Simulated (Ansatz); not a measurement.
Consider the following.

Tl (hcp, Mg type), conventional cell a = b = 3.521 Å, c = 5.603 Å, α = β = 90.00°, γ = 120.00°. The calculation uses the primitive cell of 2 atoms, to which meshes and values per cell refer.

Equation-of-state scan: isotropic scaling of the cell above, V₀ being its volume. Symmetry pins the atoms to their sites.

Computed with r2SCAN (plane waves to 500 eV, PAW, scalar-relativistic; Ansatz, a first-principles code). k mesh 15×15×9 (Γ-centred), Fermi-Dirac smearing 0.05 eV. The energy includes the smearing's −TS. Compression counts positive. With the shape held, the modulus is that of even scaling; a crystal free to change shape is softer. Spin-orbit coupling is left out, though Tl is heavy. The PAW data are Ansatz's earlier set. Tl was relaxed with its symmetry unable to fall. The zero of ΔE is the relaxed starting cell.

The scan covers V/V₀ from 0.840 to 1.160 in 13 points.

### Question
What is the fitted pressure derivative B₀′?

### Answer
5.4.

### Question
What bulk modulus at fixed cell shape B₀ follows from a third-order Birch-Murnaghan fit?

### Answer
31.9 GPa.

(A scan under strain: stresses follow from slopes of the energy per volume, elastic moduli from its curvatures.)
